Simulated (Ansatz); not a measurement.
Zr$_{2}$Ni:
```
Zr2Ni
1.0
   -3.23556     3.23556     2.62099
    3.23556    -3.23556     2.62099
    3.23556     3.23556    -2.62099
Zr Ni
4 2
Direct
  0.16419   0.66419   0.82838
  0.66419   0.83581   0.50000
  0.83581   0.33581   0.17162
  0.33581   0.16419   0.50000
  0.75000   0.75000   0.00000
  0.25000   0.25000   0.00000
```

Relaxed with r²SCAN.

### Question
Map the valence electron density (e/Å³), cut off at 2 on the plane through (0.664, 0.836, 0.500) spanned by u = [0, 0, 1] and v = [1, -1, 0] in lattice vectors, from plane-wave PAW r²SCAN (Ansatz code).

### Answer
x is the fraction of u, y of v (the angle between them is 90°; rows are the nearest grid lines); atoms in the plane: Zr at (0.00, 0.00), Zr at (0.00, 0.67), Ni at (0.50, 0.09), Ni at (0.50, 0.59).
```
|@@@@*:    .:=+=:.    :*@@@@|
|@@@%-                 -%@@@|
|@@#-.                 .-#@@|
|                           |
|                           |
|-:.                     .:-|
|@@*-.                 .-*@@|
|@@@@+.      ...      .+@@@@|
|@@@@*.   .-%@@@%-.   .*@@@@|
|@@%=.   .=@@@@@@@=.   .=%@@|
|==:.    .=@@@@@@@=.    .:==|
|         .=@@@@@=.         |
|           .....           |
|      ..           ..      |
|    .:--:.       .:--:.    |
|   .=*%%*-.     .-*%%*=.   |
|   .-+**=:.     .:=**+-.   |
|      ...         ...      |
|                           |
|          .:-=-:.          |
|        .:@@@@@@@:.        |
|@@#-.   .=@@@@@@@=.   .-#@@|
|@@@%-.  .:@@@@@@@:.  .-%@@@|
|@@@@*:    .:=+=:.    :*@@@@|
```
Scale: ten equal steps from 0.158 (start of ' ') to 2.00 (end of '@'), in the order ' .:-=+*#%@'; x runs from 0.000 to 1.00, y from 0.000 (bottom) to 1.00 (top).

The density is the valence pseudo-density with augmentation charge, so density and ELF within about 1 Å of a nucleus are not all-electron values.

Space group I4/mcm. The workflow started from an entry of the Crystallography Open Database (COD). Whether it is the stable phase at ambient conditions was not checked. Symmetry was held in the r²SCAN relaxation; whether a distortion lowers the energy is not shown. The workflow began spin-polarised and lost its moments.

Potentials: the later of the program's two PAW sets.
